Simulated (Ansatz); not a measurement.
Input and command of a plane-wave DFT calculation in Ansatz:

```yaml
crystal:
  lattice:
    - [2.9205902687, 0.0, 0.0]
    - [0.0, 2.9205902687, 0.0]
    - [0.0, 0.0, 2.9205902687]
  atoms:
    - { symbol: Ta, position: [0.0, 0.0, 0.0] }
    - { symbol: Be, position: [0.5, 0.5, 0.5] }
basis:
  ecutwfc: 420
kpoints:
  mp_grid: { grid: [6, 6, 6] }
hamiltonian:
  xc: pbe
scf:
  occupations: { method: gaussian, width: 0.1 }
  lower_state_search: "off"
output:
  forces: true
  stress: true
  eigenvalues: true
```

```bash
ansatz run input.yaml --threads 1 --pin off --max-ram 2560MiB --backend cpu --events-out ev --progress --plain --runs-dir out
```

Processor: Arm Neoverse V2, 1 thread, on a host shared with other jobs.

How long does it run, and how much memory does it take?

About 0.57 s on 1 thread of Arm Neoverse V2 (shared host), peak memory 0.25 GiB. It solves 12 bands at 20 k points (the mesh reduced by the symmetry that the task leaves, which can be less than the crystal's) with about 461 plane waves, in 6 SCF iterations.
